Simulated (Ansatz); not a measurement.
# How far is PAW off for Ti?

```xyz
2
Lattice="2.8898 0.0000 0.0000 -1.4449 2.5026 0.0000 0.0000 0.0000 4.5903" Properties=species:S:1:pos:R:3 pbc="T T T"
Ti    0.0000    1.6684    1.1476
Ti    1.4449    0.8342    3.4428
```

Atoms are numbered in the order listed.

The geometry is COD entry 9008517, unchecked; take it as a test cell. The listed cell was then made from it by scaling, straining or moving an atom.

Methods: DFT, PBEsol, PAW with Ansatz's default frozen-core files, scalar-relativistic (Ansatz 0.2.0); DFT, PBEsol, all-electron LAPW, scalar-relativistic (Ansatz 0.2.0).

For PAW: a Γ-centred 13×13×7 k mesh, Fermi–Dirac smearing of 0.08 eV, cutoff 420 eV, no spin polarisation; the PAW files were made with PBE, and the program remakes their frozen cores for this functional. LAPW targets a basis error of 0.5 meV/atom. The Ansatz runs share mesh, smearing and spin set-up. Plane-wave (PAW) pressures include the program's estimate of the Pulay term.

Stress and pressure are positive in compression.

The change that made this cell: volume scaled by 0.94.

PAW results:

```json
{"quantity": "pressure (GPa)", "PAW": "0.99"}
{"quantity": "stress xx (GPa)", "PAW": "1.09"}
{"quantity": "stress zz (GPa)", "PAW": "0.79"}
```

What does full-potential LAPW give for the same quantities?


```tsv
quantity	LAPW
pressure (GPa)	0.98
stress xx (GPa)	1.08
stress zz (GPa)	0.78
```
